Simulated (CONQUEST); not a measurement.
A self-consistent single point of Si₂Ni (Fm-3m, 12 atoms in the cell; from Materials Project mp-2291, changed as shown).

```xyz
12
Lattice="5.2401 0.0000 0.0000 0.0000 5.2401 0.0000 0.0000 0.0000 5.2401" Properties=species:S:1:pos:R:3 pbc="T T T"
Si     1.3100     3.9300     3.9300
Si     1.3100     1.3100     3.9300
Si     1.3100     1.3100     1.3100
Si     1.3100     3.9300     1.3100
Si     3.9300     3.9300     1.3100
Si     3.9300     1.3100     1.3100
Si     3.9300     1.3100     3.9300
Si     3.9300     3.9300     3.9300
Ni     0.0000     0.0000     0.0000
Ni     0.0000     2.6200     2.6200
Ni     2.6200     0.0000     2.6200
Ni     2.6200     2.6200     0.0000
```

Method: CONQUEST with PBE, numerical atomic orbitals double-zeta with polarisation (the shipped basis), PseudoDojo norm-conserving potentials made for PBE.

CONQUEST settings:

* **basis**: DZP
* **Diag.MPMeshX, Y, Z**: 8 8 8
* **potentials**: PseudoDojo norm-conserving PBE
* **Grid.GridCutoff**: 175 Ha
* **DM.SolutionMethod**: diagon
* **Diag.kT**: 0.003675 Ha
* **Diag.GammaCentred**: true
* **minE.SCTolerance**: 1.0e-06
* **SC.MaxIters**: 100
* **SC.LinearMixingFactor**: 0.3
* **SC.KerkerPreCondition**: true
* **SC.KerkerFactor**: 0.3 1/bohr
* **AtomMove.TypeOfRun**: static

Results:

| Property | Value |
|---|---|
| Number of valence electrons | 104 |
| Number of bands | 180 |
| Number of k-points after the program's reduction | 341 |
| Size of the basis | 180 |
| Number of SCF iterations | 13 |
| FFT grid | 60 × 60 × 60 |
| Free energy E − TS | -19184.5744 eV |
| Fermi level (on the code's own zero) | -5.34 eV |
| Pressure | 26.32 GPa |

For comparison: a first run was changed to give this one (lattice scaled by 0.98), and from it to this one the free energy goes up by 89.8 meV/atom and the pressure goes from 13.09 to 26.32 GPa.

The program uses no crystal symmetry, so grid and mesh can part values that symmetry would make equal. The atom-centred basis is finite, which shifts total energies and pressures against plane waves. The run has no spin polarisation, so moments on Ni cannot form. The structure comes from a collection of computed structures, made at another level of theory; the collection holds predicted forms beside known ones. Its lattice was then scaled. At this pressure the cell is far from its equilibrium volume at this level.

Cost on one core: around 18 core-minutes (rough).
